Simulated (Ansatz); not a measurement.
NiSb (NiAs type, space group No. 194) under volume change, the program Ansatz at the PBE level (PAW), shape and atoms relaxed at each volume.

```tsv
V (Å³/atom)	E − E(relaxed) (meV/atom)	P (GPa)
16.054	60.8	13.48
16.584	25.3	8.16
17.113	5.9	3.70
17.642	0.0	0.00
18.171	___	___
18.701	___	___
19.230	42.2	-7.80
```

### Question
Some entries are withheld; supply them.

### Answer

- 18.701, E − E(relaxed) (meV/atom): 19.8
- 18.701, P (GPa): -5.67
- 18.171, E − E(relaxed) (meV/atom): 5.2
- 18.171, P (GPa): -3.09

### Question
What does a third-order Birch–Murnaghan fit give for V₀, B₀ and B′?

### Answer
V₀ = 17.64 Å³/atom, B₀ = 113 GPa, B′ = 5.1.

Space group P6_3/mmc (NiAs type). Symmetry was held in the PBE relaxation. The workflow began spin-polarised and lost its moments. Scalar-relativistic: spin–orbit coupling is off unless named, which matters more the heavier the elements.

Potentials: the later of the program's two PAW sets.
